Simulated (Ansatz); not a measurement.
Put BaRhS3 in Pm-3m (No. 221): Ba on 1b; Rh on 1a; S on 3d. The cell of BaRhS3 is invented: perovskite family, tilts a0a0a0 (A site Ba; B site Rh; X site S).

The calculation used Ansatz, DFT PBE, scalar-relativistic, plane waves, PAW. Cutoff 420 eV, Γ-centred mesh, Gaussian smearing, collinear spin.

The zero of energy is the elements' standard structures at the same level; no fitted shifts are applied.

**Question.** Give the relaxed lattice parameters and positions.

**Answer.**

Space group Pm-3m (No. 221). a = 4.801 Å, b = 4.801 Å, c = 4.801 Å, α = 90.00°, β = 90.00°, γ = 90.00°
```tsv
atom	site	symmetry	x	y	z
Ba	1b	m-3m	0.5000	0.5000	0.5000
Rh	1a	m-3m	0.0000	0.0000	0.0000
S	3d	4/mm.m	0.5000	0.0000	0.0000
```

It has the cubic perovskite type. Ba has 12 S at 3.39 Å; around Rh lie 6 S at 2.40 Å; S has 2 Rh at 2.40 Å, 4 Ba at 3.39 Å and 8 S at 3.39 Å.

**Question.** And its energy and gap?

**Answer.** The energy over the elements is −0.77 eV/atom and the gap on the 8×8×8 mesh of the 5-atom cell is 0 eV (a metal). The net moment per atom is 0.32 μB. The moment by site is Rh 0.6; S 0.2 (×3) μB. A negative formation energy is needed for stability but isn't enough: competing phases decide.

The last run used collinear spin and Gaussian smearing of 0.10 eV. The reference form of S is held partly by dispersion forces, which this level lacks. Another magnetic order may lie lower. Symmetry constrained the relaxation, so the result can be a saddle point. Site moments count only spheres around the atoms; the net moment includes the space between them.
